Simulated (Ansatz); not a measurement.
Lattice vibrations of Co₃Si₄Ni at Γ

These are results of DFT PBE, scalar-relativistic, plane waves, PAW in Ansatz 0.2.0, not measurements. Cutoff 420 eV, 14×6×8 k-points (Γ-centred), Gaussian smearing of 0.20 eV. Collinear spin, site moments 0.4, 0.4, 0.4, 0.0, 0.0, 0.0, 0.0, 0.0 μB. Phonons by linear response, acoustic sum rule imposed.

Relaxed structure:
```
CELL_PARAMETERS angstrom
2.82317 0.00000 0.00000
0.00000 6.74476 0.00000
0.00000 0.00000 4.77113
ATOMIC_POSITIONS crystal
Co 0.50000 0.00000 0.33504
Co 0.00000 0.25167 0.66493
Co 0.00000 0.74833 0.66493
Si 0.50000 0.50000 0.84161
Si 0.50000 0.00000 0.83867
Si 0.00000 0.24666 0.15845
Si 0.00000 0.75334 0.15845
Ni 0.50000 0.50000 0.33793
```

The structure comes from a generated guess, relaxed at this level; another structure or a mixture of phases may lie lower. In a metal, frequencies depend on the k mesh and the smearing, soft modes most.

Question: Is this structure stable against zone-centre distortions?

Answer: Yes, at Γ: no optical mode is imaginary. Strains and other wave vectors aren't tested by this run.

Question: List the optical modes at Γ (i marks imaginary ones).

Answer:
| frequency (meV) | degeneracy |
| --- | --- |
| 20.8 | 1 |
| 21.0 | 1 |
| 21.1 | 1 |
| 21.2 | 1 |
| 21.9 | 1 |
| 24.0 | 1 |
| 24.8 | 1 |
| 24.8 | 1 |
| 29.2 | 1 |
| 29.7 | 1 |
| 31.4 | 1 |
| 32.5 | 1 |
| 33.3 | 1 |
| 37.4 | 1 |
| 38.5 | 1 |
| 40.0 | 1 |
| 43.7 | 1 |
| 44.7 | 1 |
| 48.6 | 1 |
| 50.5 | 1 |
| 51.1 | 1 |
